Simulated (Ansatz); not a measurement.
**W: reading a single point**

```yaml
crystal:
  lattice:
    - [-1.59447, 1.59447, 1.59447]
    - [1.59447, -1.59447, 1.59447]
    - [1.59447, 1.59447, -1.59447]
  atoms:
    - { symbol: W, position: [0.00000, 0.00000, 0.00000] }
```

The numbers come from plane-wave PAW DFT (Ansatz): PBE, no spin polarisation, 420 eV, 15×15×15 Γ-centred k points, fermi-dirac occupations (width 0.0367 eV). Nothing was relaxed.

- Contacts: W–W at 2.76 Å: least valence density 0.40 e/Å³ and ELF 0.38 there. These are pseudo-fields; inside the PAW spheres they differ from the all-electron ones.
- Stress: The pressure is -1.4 GPa (compression positive), so with the atoms held at these fractions the cell would first shrink.
- Electronic structure: It is a metal, with about 0.39 states/eV a cell as the mean within 0.25 eV of the Fermi level, mostly W d (85 %).

Origin: a database entry at a rescaled volume.
